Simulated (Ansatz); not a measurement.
## Calculated Mo-97 nuclear quadrupole resonance for Si2Mo

Cell: a structure deposited in the COD, ions relaxed with PBE at fixed cell.

```
Si Mo
1.0
    -1.60000    1.60000    3.93050
     1.60000   -1.60000    3.93050
     1.60000    1.60000   -3.93050
Si Mo
2 1
Direct
  0.33493 0.33493 0.00000
  0.66507 0.66507 0.00000
  0.00000 0.00000 0.00000
```

Atom numbers follow the list; atoms alike are taken as one site, whose name carries the number of the first.

All values are calculated (Ansatz; DFT, PBE, plane waves and PAW, scalar-relativistic, 420 eV cutoff, Γ-centred 20×20×20 k-points, Fermi–Dirac smearing 0.05 eV), not measured.

Mo-97: I = 5/2, Q = 255.0 mb (year-2017 value). Static lattice, zero field.

(1) The simulated lines lie at 5.40, 10.8 MHz. What are |C_Q|, η and |V_zz| at Mo?

## Answers

(1) For I = 5/2 and η = 0 the lines are 3|C_Q|/20 and twice that; η pulls their ratio below 2. Here |C_Q| = 36.0 MHz, η = 0.00 and |V_zz| = 5.84 × 10²¹ V/m². The calculation gives V_zz negative; the lines don't show the sign. The site has 10 Si at 2.61–2.63 Å.

An axis of threefold or higher order runs through Mo, so V_zz lies along it and η is zero.

With no gap above 0.1 eV, as in a metal, the gradients converge slowly in k; expect changes of a tenth or more on a denser mesh. Without spin–orbit coupling (the program notes it for Mo) the gradients can shift somewhat, as the gap is small.

The relaxation (3 steps) took 48 s of wall time (48 s of CPU time) and 0.69 GiB at its peak, on 1 thread of Arm Neoverse V1 (aarch64; 8 cores open to the job, memory cap 3.0 GiB, no GPU), a shared host with a load of 0.5 a core.
